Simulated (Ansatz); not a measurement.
Method: DFT PBE, scalar-relativistic, plane waves, PAW (Ansatz). All cells share a 420 eV cutoff and Γ-centred k meshes spaced at most about 0.3 Å⁻¹ (about 0.25 or finer for metals, 2π included). No spin polarisation in the final relaxations.

Each of these unrelaxed guesses is relaxed in cell and atoms within its symmetry. A guess keeps its type if space group and coordination stay and the shape of the cell changes little (axis ratios within about 15 %, angles within 6°); the volume may change.

1. TiAl5

Space group P-6m2 (No. 187). a = 3.052 Å, b = 3.052 Å, c = 15.270 Å, α = 90.00°, β = 90.00°, γ = 120.00°
| atom | site | symmetry | x | y | z |
| --- | --- | --- | --- | --- | --- |
| Ti | 1a | -6m2 | 0.0000 | 0.0000 | 0.0000 |
| Al | 2i | 3m. | 0.6667 | 0.3333 | 0.1698 |
| Al | 2g | 3m. | 0.0000 | 0.0000 | 0.3334 |
| Al | 1f | -6m2 | 0.6667 | 0.3333 | 0.5000 |

2. BeZn2Te3

Space group P-62m (No. 189). a = 4.357 Å, b = 4.357 Å, c = 8.196 Å, α = 90.00°, β = 90.00°, γ = 120.00°
| atom | site | symmetry | x | y | z |
| --- | --- | --- | --- | --- | --- |
| Be | 1a | -62m | 0.0000 | 0.0000 | 0.0000 |
| Zn | 2e | 3.m | 0.0000 | 0.0000 | 0.2534 |
| Te | 3f | m2m | 0.6268 | 0.0000 | 0.0000 |

Question: Which keep their type?

Answer: Guess 1 keeps its type.

| guess | kept | start group | end group | V start (Å³/atom) | V end | b/a and c/a, end over start | nearest neighbours start | nearest neighbours end |
| --- | --- | --- | --- | --- | --- | --- | --- | --- |
| 1 | yes | P-6m2 | P-6m2 | 20.5 | 16.6 | 1.00, 0.97 | Al 12, Ti 12 | Al 12, Ti 12 |
| 2 | no | P-62m | P-62m | 22.5 | 39.0 | 1.00, 0.57 | Be 3, Te 1, Zn 1 | Be 5, Te 1, Zn 2 |

Neighbours count within 15 % of an atom's shortest distance; end groups are read at 0.02 Å (0.05 Å in metals).

These runs have no spin–orbit coupling, which can matter for Te. Cells relaxed within their symmetry can be saddle points.
